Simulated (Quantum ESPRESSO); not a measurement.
# Band energies of GaN

```
CELL_PARAMETERS angstrom
      0.00000     2.22649     2.22649
      2.22649     0.00000     2.22649
      2.22649     2.22649     0.00000
ATOMIC_POSITIONS crystal
  N  0.25000 0.25000 0.25000
  Ga 0.00000 0.00000 0.00000
```

norm-conserving LDA (Quantum ESPRESSO, 84 Ry, scalar-relativistic); path ΓXWKΓLUWLK,UX; energies in eV from the valence-band maximum.

```
k (1/Å)  point  band 5  band 6  band 7  band 8  band 9  band 10  band 11  band 12
-------  -----  ------  ------  ------  ------  ------  -------  -------  -------
0.00         Γ  -13.34  -13.34    0.00    0.00    0.00     2.01    10.39    10.39
0.43            -13.35  -13.32   -1.89   -0.73   -0.73     3.87     8.72    11.14
0.98            -13.27  -12.43   -4.93   -2.32   -2.32     4.13     7.03    11.21
1.41         X  -13.26  -11.42   -6.36   -2.85   -2.85     3.30     6.71    11.78
1.53            -13.26  -11.40   -6.33   -2.93   -2.92     3.46     6.83    11.74
2.00            -13.31  -11.12   -5.95   -3.82   -3.80     5.93     8.45    10.79
2.12         W  -13.33  -11.10   -5.91   -3.89   -3.86     6.22     8.60    10.47
2.62         K  -13.30  -11.24   -6.09   -4.49   -2.29     4.98     8.01    11.14
3.11            -13.35  -12.22   -5.46   -3.44   -1.09     6.68     7.52     9.58
3.61            -13.36  -13.31   -2.70   -1.08   -0.22     4.13     9.07    10.51
4.01            -13.34  -13.34   -0.22   -0.04   -0.01     2.20    10.28    10.41
4.11         Γ  -13.34  -13.34    0.00    0.00    0.00     2.01    10.39    10.39
4.52            -13.34  -13.34   -2.29   -0.29   -0.29     3.55     9.33    10.76
5.03            -13.31  -12.52   -6.22   -0.89   -0.89     4.74     8.72    10.61
5.33         L  -13.29  -11.91   -7.35   -1.02   -1.02     4.82     8.79    10.43
5.53            -13.29  -11.86   -7.25   -1.49   -1.14     5.25     8.31    10.44
5.91            -13.30  -11.47   -6.50   -3.71   -1.82     5.90     7.75    10.50
6.20         U  -13.30  -11.24   -6.09   -4.49   -2.29     4.98     8.01    11.14
6.40            -13.31  -11.20   -6.04   -4.39   -2.73     5.43     8.14    10.93
6.70         W  -13.33  -11.10   -5.91   -3.89   -3.86     6.22     8.60    10.47
6.90            -13.32  -11.20   -6.02   -4.19   -3.08     6.32     8.27    10.10
7.40            -13.29  -11.78   -7.10   -2.02   -1.32     5.76     7.83    10.38
7.69         L  -13.29  -11.91   -7.35   -1.02   -1.02     4.82     8.79    10.43
7.78            -13.29  -11.90   -7.33   -1.12   -1.05     4.91     8.68    10.44
8.21            -13.30  -11.54   -6.65   -3.38   -1.70     6.07     7.59    10.44
8.56         K  -13.30  -11.24   -6.09   -4.49   -2.29     4.98     8.01    11.14
8.56         U  -13.30  -11.24   -6.09   -4.49   -2.29     4.98     8.01    11.14
9.06         X  -13.26  -11.42   -6.36   -2.85   -2.85     3.30     6.71    11.78
```

The LDA gap is direct, 2.01 eV at Γ.

Spin-orbit splittings are left out.

Geometry relaxed with LDA.

This is not the ordinary phase of the substance; no match was found in the copy of COD used, and its stability was not checked.
